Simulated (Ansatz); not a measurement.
A geometry of Fe away from equilibrium: step 2 of the relaxation of a relaxed Fe cell, doubled along one cell vector, shaken by Gaussian noise of σ = 0.08 Å a coordinate. Calculation: PBE (plane waves to 420 eV, PAW, scalar-relativistic; Ansatz, a program for electronic structure). Γ-centred k-mesh 16×8×16 on the run's cell (coarser than for final values), Fermi–Dirac smearing 0.05 eV.

```xyz
2
Lattice="-1.4085 1.4134 1.4201 2.8105 -2.8098 2.8166 1.4196 1.4160 -1.4116" Properties=species:S:1:pos:R:3 pbc="T T T"
Fe     0.0529     0.0299    -0.0222
Fe     1.4061    -1.2562     1.4018
```
Spin-polarised start, with parallel moments on Fe.

Task: Give the Cartesian forces on all atoms (eV/Å).

Result: 
```csv
atom,Fx,Fy,Fz
Fe1,-0.32,0.56,-0.10
Fe2,0.32,-0.56,0.10
```

Task: What is the pressure?

Result: +1.1 GPa, compression positive.

Task: How far above the relaxed end point is this geometry?

Result: 0.02 eV/atom; the path ends in Im-3m (No. 229) (bcc (W type)).

Spin state reached: ferromagnetic (net 2.17 μB/atom), from parallel starting moments; other spin orders were not run from this start.

The run could not lose the symmetry of its start.
